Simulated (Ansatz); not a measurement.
Re:
```
Re
1.0
   -1.54812     1.54812     1.54812
    1.54812    -1.54812     1.54812
    1.54812     1.54812    -1.54812
Re
1
Cartesian
  0.00000   0.00000   0.00000
```

Relaxed with r²SCAN. Special points in fractions of this cell's reciprocal vectors: Γ (0.000, 0.000, 0.000); H (0.500, -0.500, 0.500); N (0.000, 0.000, 0.500); P (0.250, 0.250, 0.250).

Problem. List the band energies nearest the Fermi level at these points for plane-wave PAW r²SCAN (Ansatz code).

Solution. In eV from the Fermi level; about four levels below and three above (degenerate sets whole), none deeper than 8.9 eV; … stands for higher levels left out; points with the same levels are listed once.

```
k              below           above
-  -----------------  --------------
Γ  -2.90 -2.90 -2.90     0.91 0.91 …
H        -7.40 -7.40  3.56 3.56 3.56
N  -7.88 -5.27 -0.25  0.74 1.70 4.52
P  -4.54 -4.54 -4.54  1.86 1.86 6.48
```

Space group Im-3m (bcc (W type)). The cell is a constructed one: a structure type filled with these elements; the Crystallography Open Database copy checked does not list it. It is not the phase usual at ambient conditions (space group No. 194). The r²SCAN relaxation kept the symmetry of its start; its stability against distortions is not shown here. No spin polarisation was allowed. Scalar-relativistic: spin–orbit coupling is off unless named, which matters more the heavier the elements.

Potentials: the later of the program's two PAW sets.
